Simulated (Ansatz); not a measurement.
Cs$_{2}$YTlBr$_{6}$: kick along a soft mode, then relaxed

Theory: DFT PBEsol, scalar-relativistic, plane waves, PAW (Ansatz 0.2.0). The runs took a 420 eV cutoff, a Γ-centred 4×4×4 mesh and Gaussian smearing (0.05 eV). Spin–orbit coupling is left out, which can shift energies with elements as heavy as these. No spin polarisation. Energies are free energies at this smearing, counted from the undisturbed cell; pressure is positive in compression.

The starting cell (relaxed at this level; it needn't be the usual structure):

```
Cs Y Tl Br
1.0
     0.00000    5.86885    5.86885
     5.86885    0.00000    5.86885
     5.86885    5.86885    0.00000
Cs Y Tl Br
2 1 1 6
Direct
  0.75000 0.75000 0.75000
  0.25000 0.25000 0.25000
  0.00000 0.00000 0.00000
  0.50000 0.50000 0.50000
  0.76531 0.23469 0.23469
  0.23469 0.23469 0.76531
  0.23469 0.76531 0.76531
  0.23469 0.76531 0.23469
  0.76531 0.23469 0.76531
  0.76531 0.76531 0.23469
```

The atoms are moved along a zone-centre mode of 32i cm⁻¹ (Å):

| atom | ux | uy | uz |
| --- | --- | --- | --- |
| Cs1 | 0.000 | 0.000 | 0.000 |
| Cs2 | 0.000 | 0.000 | 0.000 |
| Y3 | 0.000 | 0.000 | 0.000 |
| Tl4 | 0.000 | 0.000 | 0.000 |
| Br5 | 0.000 | 0.106 | 0.000 |
| Br6 | 0.000 | 0.106 | 0.000 |
| Br7 | 0.000 | -0.106 | 0.000 |
| Br8 | -0.106 | 0.000 | -0.106 |
| Br9 | 0.106 | 0.000 | 0.106 |
| Br10 | 0.000 | -0.106 | 0.000 |

Cell and atoms are then relaxed.

Q: Does the relaxation return to the undisturbed structure?

A: No. It ends 20.0 meV/atom below it. The final space group reads C2/m (tolerance 0.01 Å) and the volume changes by -3.02 %.

Final structure:

```
Cs Y Tl Br
1.0
    -0.00473    5.63420    5.65148
     5.98285   -0.33610    5.98285
     5.65148    5.63420   -0.00473
Cs Y Tl Br
2 1 1 6
Direct
  0.74060 0.76400 0.74060
  0.25940 0.23600 0.25940
  0.00000 0.00000 0.00000
  0.50000 0.50000 0.50000
  0.81123 0.17208 0.29758
  0.29758 0.17208 0.81123
  0.18877 0.82792 0.70242
  0.22615 0.68900 0.22615
  0.77385 0.31100 0.77385
  0.70242 0.82792 0.18877
```

The relaxation, step by step (energy from the first step; small jumps at an unchanged geometry come where the plane waves are selected anew for the new cell):

```
step  ΔE (meV/atom) largest force component (eV/Å) pressure (GPa)
   1            0.0                           0.031           -0.04
   2           -0.4                           0.035           -0.01
   3           -0.9                           0.040           -0.01
   4           -6.5                           0.075           -0.11
   5           -8.1                           0.068           -0.01
   6          -15.1                           0.078            0.12
   7          -16.4                           0.054            0.06
   8          -18.5                           0.012            0.04
   9          -18.7                           0.006            0.00
  10          -18.8                           0.010           -0.01
  11          -18.8                           0.007            0.00
  12          -18.7                           0.007            0.00
```

Cost: 1 run of about 7.8 core-minutes, on Arm Neoverse V1 (shared hosts).